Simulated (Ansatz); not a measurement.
Values for one crystal, relaxed and computed with the program Ansatz at the PBE level (PAW); other levels are named.

```yaml
volume_per_atom: 13.45 Å³
electronic_character: metallic (no gap)
Pressure derivative B′: 4.9
Density of states at the Fermi level: 0.29 states/eV per atom (mean over ±0.08 eV)
Formation energy from the elements (no fitted shifts): -353 meV/atom
Bulk modulus (Birch–Murnaghan fit): 143 GPa
```

Problem. Which compound is it?
(A) Si2Ni, fluorite or antifluorite type
(B) SiNi, Pnma (Si on 4c, Ni on 4c)
(C) V2O3, corundum
(D) CoSi, P2_13 (Co on 4a, Si on 4a)

Solution. A, Si2Ni, fluorite or antifluorite type

Space group Fm-3m (fluorite or antifluorite type). Symmetry was held in the PBE relaxation. The run is not spin-polarised. The references are the lowest solids computed at this level, not always the standard phases.

Potentials: the earlier of the program's two PAW sets.
